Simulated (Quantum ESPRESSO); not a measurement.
# Planted mistakes on one cell of Al4O4FN

The results below are calculated, not measured. They come from pw.x of Quantum ESPRESSO 7.5, a plane-wave density functional program, with PseudoDojo standard norm-conserving files (v0.5 for PBE, v0.4.1 for LDA and PBEsol). The cells are made up: elements, strain and atom displacements were drawn at random, and nothing was relaxed. There is no spin polarisation, spin-orbit coupling or dispersion term.

The cell has 10 sites of a corundum lattice. Sites 1 to 4 hold Al Al Al Al; sites 5 to 10 hold O O O F N O. Cell vectors in Å: (2.369, 1.368, 4.309); (-2.369, 1.368, 4.309); (0.000, -2.736, 4.309). Settings: PBE, cutoff 1143 eV, 6 x 6 x 6 k mesh shifted by half a step, Fermi-Dirac smearing of 0.025 eV.

The intended run has a self-consistency threshold of 1e-07 eV, a smearing term of 0.000 eV, a pressure of 22.75 GPa and 12 iterations. Each further run changes one thing: atoms of sites 6 and 9 exchanged; cutoff 678 eV; k mesh 1 x 1 x 1; one electron added; smearing 0.78 eV; threshold 0.5 eV. A coarse mesh keeps the shift, and a charged cell sits in a uniform background.

```
run,change of free energy (eV),smearing term -TS (eV),change of P (GPa),largest change of a force component (eV/Å),iterations
A,4.051,0.000,-38.48,0.072,12
B,0.290,0.000,-23.06,0.563,3
C,14.395,-0.008,40.90,3.794,12
D,0.638,0.000,0.41,2.398,12
E,-0.200,-0.850,1.73,0.466,11
F,-2.040,0.000,-5.10,0.600,12
```

A rerun of the intended cell at 1437 eV and k mesh 8 x 8 x 8 moved values by no more than 0.004 eV in the cell's energy, 0.02 GPa in stress and 0.002 eV/Å in force.

Question: which change belongs to which run?

## Worked reading

Run B has the fewest iterations, as a run stopped early does. Run E has the largest smearing term, as wide smearing gives. Run A has a higher energy and the largest fall in pressure, as too small a basis gives. Energies from files of another functional, or of a charged cell, have another zero and say nothing on stability; the pressure of a charged cell rests on the program's zero of potential too.

## Key

```
run,change
A,cutoff 678 eV
B,threshold 0.5 eV
C,one electron added
D,atoms of sites 6 and 9 exchanged
E,smearing 0.78 eV
F,k mesh 1 x 1 x 1
```